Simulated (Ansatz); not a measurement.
What DFT gives for Cs₂AgSbAu₆

```
Cs Sb Ag Au
1.0
     0.00000    5.01378    5.01378
     5.01378    0.00000    5.01378
     5.01378    5.01378    0.00000
Cs Sb Ag Au
2 1 1 6
Direct
  0.25000 0.25000 0.25000
  0.75000 0.75000 0.75000
  0.00000 0.00000 0.00000
  0.50000 0.50000 0.50000
  0.75373 0.24627 0.24627
  0.24627 0.75373 0.24627
  0.24627 0.75373 0.75373
  0.75373 0.24627 0.75373
  0.24627 0.24627 0.75373
  0.75373 0.75373 0.24627
```

Single point in Ansatz 0.2.0 with PBE, no spin polarisation. Cutoff 420 eV, PAW datasets, 6×6×6 Γ-centred k mesh, fermi-dirac filling (width 0.1424 eV).

(1) What does the stress say?

(2) Which atom feels the largest force, and which way?

(3) Give the Bader charges.

(4) What happens at the Fermi level?

Origin: a known structure type with other elements, at an estimated volume, so it need not be a known compound.

Answers

(1) The pressure is 13.7 GPa (compression positive), so with the atoms held at these fractions the cell would first expand; the forces are large, so a full relaxation may end otherwise.

(2) The largest is on Au5 (and as large on other atoms): 1.27 eV/Å, components (1.27, 0.00, 0.00). It makes 180° with the line to a nearest neighbour, Sb3 at 2.47 Å, pointing away from it.

(3) Bader charges in e: Cs +0.73, Ag +0.02, Sb +1.01, Au -0.42. In the mean Sb gives up most and Au takes most.

(4) It is a metal, with about 2.7 states/eV a cell as the mean within 0.25 eV of the Fermi level, mostly Au s (29 %), Sb p (26 %) and Au d (13 %).
